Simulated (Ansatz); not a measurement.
GaAs in space group P6_222 (No. 180; Ga on 3d, As on 3c), PBEsol in the plane-wave PAW code Ansatz, all energies at zero smearing, with the estimated change up to a 700 eV cutoff added, with one set of potentials and settings (totals compare only within such a set). Cell of 6 atoms (3 Ga, 3 As): -25669.602 eV.

| element | reference phase | E (eV/atom) |
|---|---|---|
| Ga | Cmce, 4 atoms in the cell | -3743.2031 |
| As | R-3m, 2 atoms in the cell | -4813.0241 |

Formation energy per atom, worked out: (-25669.602 − 3×(-3743.2031) − 3×(-4813.0241))/6 = -0.153 eV/atom (-15 kJ per mol of atoms), at 0 K, without zero-point energy or fitted corrections.

The start of the workflow was typed in or built on a structure type; neither database checked (COD, Materials Project) lists it. It is not the phase usual at ambient conditions (space group No. 216). The cell was relaxed with PBEsol under the symmetry of its start; of distortions, only those at the zone centre were tested. The references are the lowest solids computed at this level, not always the standard phases.

Potentials: the later of the program's two PAW sets.
